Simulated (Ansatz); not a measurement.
BN in space group Pm-3n (No. 223; B on 6c, N on 6d) at seven volumes, PBE (plane waves, PAW; program Ansatz), scaled uniformly. One row is withheld.

```csv
V (Å³/atom),P (GPa)
6.639,32.66
6.858,20.20
7.077,9.38
7.296,-0.02
7.515,-8.19
7.733,-15.30
7.952,?
```

Fit the shown pressures and predict the withheld one.

P = (3/2)B₀(x^(7/2) − x^(5/2))[1 + (3/4)(B′ − 4)(x − 1)] with x = (V₀/V)^(2/3). Least squares on the six rows gives V₀ = 7.296 Å³/atom, B₀ = 292 GPa, B′ = 3.63. At V = 7.952, x = 0.9442 and P = -21.49 GPa. The run itself gave -21.47 GPa.

The start of the workflow was typed in or built on a structure type; neither database checked (COD, Materials Project) lists it. It is not the phase usual at ambient conditions (space group No. 186, 194, 216). Symmetry was held in the PBE relaxation; whether a distortion lowers the energy is not shown.

Potentials: the later of the program's two PAW sets.
